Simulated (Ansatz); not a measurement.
Eigenvalues along a path: Tl (bcc type)

```yaml
crystal:
  lattice:
    - [-1.89611, 1.89611, 1.89611]
    - [1.89611, -1.89611, 1.89611]
    - [1.89611, 1.89611, -1.89611]
  atoms:
    - { symbol: Tl, position: [0.00000, 0.00000, 0.00000] }
```

The cell comes from a relaxation on PAW files under the same functional, begun from a prototype that needn't be the stable phase.

All numbers are LDA results (scalar-relativistic) from Ansatz 0.2.0, with a Γ-centred 14×14×14 k mesh, Fermi–Dirac smearing of 0.1 eV, no spin polarisation. Methods: LAPW: all electrons, basis error target 1 meV/atom.

Spin–orbit coupling is left out, which matters for the heavy atoms.

Path points, in fractions of the reciprocal vectors: Γ (0.000, 0.000, 0.000), H (0.500, -0.500, 0.500), N (0.000, 0.000, 0.500), P (0.250, 0.250, 0.250). The distance column jumps between branches of the path. Levels in eV from the Fermi level; bands 12 to 20, counted from the lowest band of the run. The gap is zero, the pressure -0.01 GPa.

```
# k(1/Å) point b12 b13 b14 b15 b16 b17 b18 b19 b20
0.000 Γ -11.67 -11.67 -11.67 -11.18 -11.18 -10.42 11.27 11.27 11.27
0.237 - -11.65 -11.65 -11.64 -11.22 -11.17 -10.17 9.52 10.27 10.27
0.473 - -11.60 -11.60 -11.54 -11.32 -11.20 -9.42 6.97 8.18 8.18
0.710 - -11.49 -11.49 -11.46 -11.39 -11.29 -8.18 4.85 6.05 6.05
0.947 - -11.63 -11.47 -11.33 -11.33 -11.23 -6.50 3.33 4.17 4.17
1.183 - -11.78 -11.68 -11.15 -11.15 -11.08 -4.51 2.35 2.68 2.68
1.420 - -11.88 -11.85 -11.00 -11.00 -10.97 -2.48 1.72 1.72 1.72
1.657 H -11.92 -11.92 -10.93 -10.93 -10.93 -1.38 1.39 1.39 1.39
1.824 - -11.90 -11.89 -10.99 -10.97 -10.93 -1.92 1.02 1.55 2.05
1.992 - -11.84 -11.80 -11.13 -11.05 -10.92 -2.84 0.18 2.04 3.24
2.159 - -11.76 -11.66 -11.33 -11.17 -10.90 -3.66 -0.77 2.78 4.35
2.326 - -11.73 -11.54 -11.50 -11.26 -10.89 -4.29 -1.64 3.71 5.27
2.494 - -11.77 -11.72 -11.34 -11.26 -10.87 -4.71 -2.34 4.71 6.12
2.661 - -11.84 -11.84 -11.23 -11.22 -10.86 -4.95 -2.79 5.59 6.90
2.828 N -11.88 -11.87 -11.21 -11.17 -10.85 -5.03 -2.94 5.97 7.30
2.996 - -11.87 -11.85 -11.22 -11.18 -10.90 -5.94 -1.80 6.16 7.43
3.163 - -11.84 -11.80 -11.24 -11.18 -11.02 -7.25 0.19 6.70 7.81
3.331 - -11.80 -11.73 -11.25 -11.19 -11.18 -8.38 2.47 7.54 8.42
3.498 - -11.75 -11.68 -11.37 -11.25 -11.18 -9.28 4.93 8.61 9.23
3.665 - -11.71 -11.66 -11.53 -11.22 -11.18 -9.92 7.50 9.77 10.15
3.833 - -11.68 -11.66 -11.63 -11.19 -11.18 -10.30 9.98 10.81 10.96
4.000 Γ -11.67 -11.67 -11.67 -11.18 -11.18 -10.42 11.27 11.27 11.27
4.205 - -11.68 -11.68 -11.61 -11.19 -11.19 -10.24 9.55 10.51 10.51
4.410 - -11.70 -11.70 -11.47 -11.20 -11.20 -9.66 6.72 8.62 8.62
4.615 - -11.73 -11.73 -11.33 -11.21 -11.21 -8.68 4.02 6.64 6.64
4.820 - -11.74 -11.74 -11.24 -11.20 -11.20 -7.36 1.75 4.81 4.81
5.025 - -11.72 -11.72 -11.24 -11.19 -11.19 -5.84 0.12 3.19 3.19
5.230 - -11.65 -11.65 -11.35 -11.17 -11.17 -4.58 -0.41 1.82 1.82
5.435 P -11.55 -11.55 -11.55 -11.17 -11.17 -4.23 0.74 0.74 0.74
5.640 - -11.74 -11.45 -11.45 -11.17 -11.17 -4.31 -0.01 -0.01 2.98
5.845 - -11.84 -11.42 -11.42 -11.15 -11.15 -4.32 -0.40 -0.40 5.61
6.050 - -11.77 -11.50 -11.50 -11.09 -11.09 -4.15 -0.41 -0.41 7.98
6.255 - -11.63 -11.63 -11.56 -11.03 -11.03 -3.74 -0.08 -0.08 7.38
6.460 - -11.77 -11.77 -11.28 -10.98 -10.98 -3.05 0.49 0.49 4.86
6.665 - -11.88 -11.88 -11.03 -10.95 -10.95 -2.09 1.10 1.10 2.57
6.870 H -11.92 -11.92 -10.93 -10.93 -10.93 -1.38 1.39 1.39 1.39
8.305 P -11.55 -11.55 -11.55 -11.17 -11.17 -4.23 0.74 0.74 0.74
8.423 - -11.65 -11.56 -11.43 -11.17 -11.17 -4.29 -0.14 0.94 1.71
8.541 - -11.73 -11.61 -11.31 -11.18 -11.17 -4.44 -0.94 1.50 2.74
8.660 - -11.79 -11.68 -11.19 -11.18 -11.17 -4.63 -1.62 2.33 3.82
8.778 - -11.83 -11.75 -11.20 -11.17 -11.05 -4.80 -2.18 3.36 4.93
8.896 - -11.86 -11.81 -11.20 -11.17 -10.95 -4.92 -2.59 4.47 6.00
9.015 - -11.88 -11.86 -11.21 -11.17 -10.88 -5.00 -2.85 5.49 6.90
9.133 N -11.88 -11.87 -11.21 -11.17 -10.85 -5.03 -2.94 5.97 7.30
```
